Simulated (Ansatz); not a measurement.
C (diamond), relaxed and computed with several functionals in Ansatz (plane waves, PAW).

```tsv
functional	a (Å)	gap (eV)	B₀ by P(V) fit (GPa)	K_Hill (GPa)	G_Hill (GPa)	Θ_D (K)
r²SCAN+D4	3.555	4.37	455	455	553	2280
PBE+D3(BJ)	3.557	4.15	441	441	529	2230
r²SCAN	3.560	4.36	450	451	549	2270
LDA	…	…	…	…	…	…
PBE	3.572	4.13	432	433	518	2210
```

Complete the blanks.


- LDA, a (Å): 3.532
- LDA, gap (eV): 4.17
- LDA, B₀ by P(V) fit (GPa): 467
- LDA, K_Hill (GPa): 467
- LDA, G_Hill (GPa): 544
- LDA, Θ_D (K): 2260

All cells were relaxed under the symmetry of their starts (and spin orders); stability against distortions was not tested throughout.

Potentials: the later of the program's two PAW sets.

Ansatz (a quantum-chemistry and plane-wave program) is a plane-wave DFT program.
